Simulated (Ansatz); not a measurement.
Mg4Te3S:
```
Mg4Te3S
1.0
    4.36588     0.00000     0.00000
    0.00000     8.79606     0.00000
    0.00000     0.00000     6.09964
Mg Te S
4 3 1
Direct
  0.00000   0.27376   0.98141
  0.00000   0.72624   0.98141
  0.50000   0.00000   0.48424
  0.50000   0.50000   0.54769
  0.50000   0.26487   0.25128
  0.50000   0.73513   0.25128
  0.00000   0.00000   0.75541
  0.00000   0.50000   0.74728
```

Cartesian axes are those of the cell as given.

Q: Give the proper piezoelectric stress tensor with relaxed ions from LDA (plane waves, PAW; program Ansatz).

A: In C/m², rows x, y, z, Voigt columns; mesh uncertainty up to 0.00.
```
 0.00   0.00   0.00   0.00   0.18   0.00
 0.00   0.00   0.00  -0.19   0.00   0.00
 0.19  -0.20  -0.01   0.00   0.00   0.00
```

The elastic tensor of the same run (GPa):

```
66.1  26.0  36.9   0.0   0.0   0.0
26.0  68.3  37.9   0.0   0.0   0.0
36.9  37.9  49.6   0.0   0.0   0.0
 0.0   0.0   0.0  19.3   0.0   0.0
 0.0   0.0   0.0   0.0  19.2   0.0
 0.0   0.0   0.0   0.0   0.0   8.7
```

Q: Convert to strain constants d = e·S.

A: In pC/N:
```
  0.0    0.0    0.0    0.0    9.5    0.0
  0.0    0.0    0.0  -10.0    0.0    0.0
  4.9   -4.5   -0.5    0.0    0.0    0.0
```

Space group Pmm2. The workflow started from a Materials Project entry (that database holds measured and hypothetical structures alike); the Crystallography Open Database copy checked does not list it. Its standing as an ambient phase is unchecked. The LDA relaxation kept the symmetry of its start; of distortions, only those at the zone centre were tested. Scalar-relativistic: spin–orbit coupling is off unless named, which matters more the heavier the elements.

Potentials: the later of the program's two PAW sets.
